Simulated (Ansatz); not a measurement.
**Field gradients at the nuclei of SiO2**

```
CELL_PARAMETERS angstrom
-2.37405 2.37405 3.74400
2.37405 -2.37405 3.74400
2.37405 2.37405 -3.74400
ATOMIC_POSITIONS crystal
Si 0.00000 0.00000 0.00000
Si 0.75000 0.25000 0.50000
O 0.99838 0.62500 0.87338
O 0.37500 0.24838 0.37338
O 0.75162 0.12500 0.12662
O 0.87500 0.00162 0.62662
```

Atom numbers follow the list: Si1, Si2, O3, O4, O5, O6.

The cell is COD entry 9006285, as deposited and not checked against the literature; nothing was relaxed.

Levels of theory: DFT, PBEsol, all-electron PAW with datasets made for the crystal, scalar-relativistic (Ansatz 0.2.0); DFT, PBEsol, PAW with Ansatz's default frozen-core files, scalar-relativistic (Ansatz 0.2.0).

For the crystal-made all-electron datasets (AE datasets): a Γ-centred 7×7×7 k mesh, Fermi–Dirac smearing of 0.03 eV, cutoff 540 eV (chosen by the program for this cell), no spin polarisation. PAW takes a cutoff of 420 eV at this cell (files made with PBE, cores remade for this functional). The Ansatz runs share mesh, smearing and spin set-up.

Vzz is the principal value of largest size of the traceless field-gradient tensor, in 10²¹ V/m², and η = (Vxx − Vyy)/Vzz with |Vzz| ≥ |Vyy| ≥ |Vxx|.

```
site  site symmetry  Vzz (η), AE datasets      Vzz (η), PAW
 Si1           -4..      -0.61 (η = 0.00)  -0.61 (η = 0.00)
  O3            .2.       8.51 (η = 0.32)   8.77 (η = 0.32)
```

The Cartesian tensor at O3 from AE datasets, in 10²¹ V/m²:

```
 2.83  0.00  6.93
 0.00 -2.90  0.00
 6.93  0.00  0.07
```

**Question.** Along which direction does its largest principal axis point?

**Answer.** (0.77, 0.00, 0.63) in the Cartesian frame of the cell.

**Question.** Taking Q(O-17) = -0.0256 b, what quadrupole coupling constant follows at O3 from AE datasets?

**Answer.** Cq = eQVzz/h = 24.180 MHz × -0.0256 × (8.51) = -5.27 MHz.
